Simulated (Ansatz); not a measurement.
## SrB2Pd: reading a single point

```
CELL_PARAMETERS angstrom
3.77232 0.00000 0.00000
1.88616 -4.61807 0.00000
0.00000 0.00000 -6.83650
ATOMIC_POSITIONS crystal
B 0.14675 0.70650 0.44842
B 0.85325 0.29350 0.94842
B 0.85325 0.29350 0.55158
B 0.14675 0.70650 0.05158
Pd 0.28169 0.43662 0.75000
Pd 0.71831 0.56338 0.25000
Sr 0.43484 0.13032 0.25000
Sr 0.56516 0.86968 0.75000
```

The numbers come from plane-wave PAW DFT (Ansatz): PBE, no spin polarisation, 420 eV, 9×9×5 Γ-centred k points, cold occupations (width 0.1298 eV). Nothing was relaxed.

Metal or insulator?

It is a metal, with about 3.3 states/eV a cell as the mean within 0.25 eV of the Fermi level, mostly B p (63 %) and B s (13 %).

What does the stress say?

The pressure is 2.8 GPa (compression positive), so with the atoms held at these fractions the cell would first expand; the forces are large, so a full relaxation may end otherwise. The principal stresses -9.5, 2.8, 15.3 GPa differ, so its shape would change too.

Is it stable against the elements?

0.69 eV an atom against the elements' usual phases (free molecules for gases, crystals otherwise, with no correction for O₂ or N₂), so at this geometry it isn't bound against them. Relaxing would lower it.

What do density and ELF say about some of the short contacts?

B–Pd at 2.41 Å: least valence density 0.40 e/Å³ and ELF 0.48 there. Pd–Sr at 2.62 Å: least valence density 0.33 e/Å³ and ELF 0.14 there. B–B at 2.71 Å: least valence density 0.21 e/Å³ and ELF 0.42 there. Both are smooth PAW fields, read partly inside the augmentation spheres.

Origin: a known structure type with other elements, at an estimated volume, so it need not be a known compound.
